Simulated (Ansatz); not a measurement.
Method: Ansatz, DFT PBE, scalar-relativistic, plane waves, PAW. Settings: cutoff 420 eV, Γ-centred meshes spaced at most about 0.3 Å⁻¹, and about 0.25 Å⁻¹ or finer for metals (2π included), Gaussian smearing. No spin polarisation in the final relaxations.

These are static total energies at zero pressure. All come from trial cells, and lower structures may exist.

Question: Which of these relaxed structures of Zr2NbN3 is the lowest in energy?
A.

```xyz
6
Lattice="5.4096 0.0000 0.0000 -2.7048 4.6848 0.0000 0.0000 0.0000 3.0605" Properties=species:S:1:pos:R:3 pbc="T T T"
Zr    0.0000    3.1232    0.0000
Zr    2.7048    1.5616    0.0000
Nb    0.0000    0.0000    1.5303
N     2.7048    0.0000    1.5303
N    -1.3524    2.3424    1.5303
N     1.3524    2.3424    1.5303
```

B.

```xyz
6
Lattice="3.1521 0.0000 0.0000 0.0000 3.1521 0.0000 0.0000 0.0000 9.0443" Properties=species:S:1:pos:R:3 pbc="T T T"
Zr    1.5761    1.5761    6.4381
Zr    1.5761    1.5761    2.6062
Nb    0.0000    0.0000    0.0000
N     0.0000    0.0000    6.9823
N     0.0000    0.0000    2.0620
N     1.5761    1.5761    4.5222
```

C.

```xyz
6
Lattice="2.8199 1.6281 3.0095 -2.8199 1.6281 3.0095 0.0000 -3.2562 3.0095" Properties=species:S:1:pos:R:3 pbc="T T T"
Zr    0.0000    0.0000    6.1905
Zr    0.0000    0.0000    2.8381
Nb    0.0000    0.0000    0.0000
N    -1.4100    0.8140    1.5048
N     1.4100    0.8140    1.5048
N     0.0000   -1.6281    1.5048
```

D.

```xyz
6
Lattice="3.0992 0.0000 0.0000 0.0000 3.0992 0.0000 0.0000 0.0000 8.4315" Properties=species:S:1:pos:R:3 pbc="T T T"
Zr    0.0000    1.5496    5.4458
Zr    1.5496    0.0000    2.9857
Nb    0.0000    0.0000    0.0000
N     1.5496    1.5496    0.0000
N     0.0000    1.5496    3.1817
N     1.5496    0.0000    5.2498
```

Answer: D. It has space group P-4m2 (No. 115); the next, A, with space group P6/mmm (No. 191), lies 96 meV/atom higher. Counting N atoms around Nb and Zr (those within 1.25 times the shortest such distance or 1.15 times the sum of covalent radii), the lowest has Zr 5, Nb 4 and the next has Zr 6, Nb 6.

A magnetic state wasn't ruled out in cells without spin, among them P4/mmm. Cells relaxed within their symmetry can be saddle points. Some candidate types were left out of the draw beforehand, so a known form may be missing.
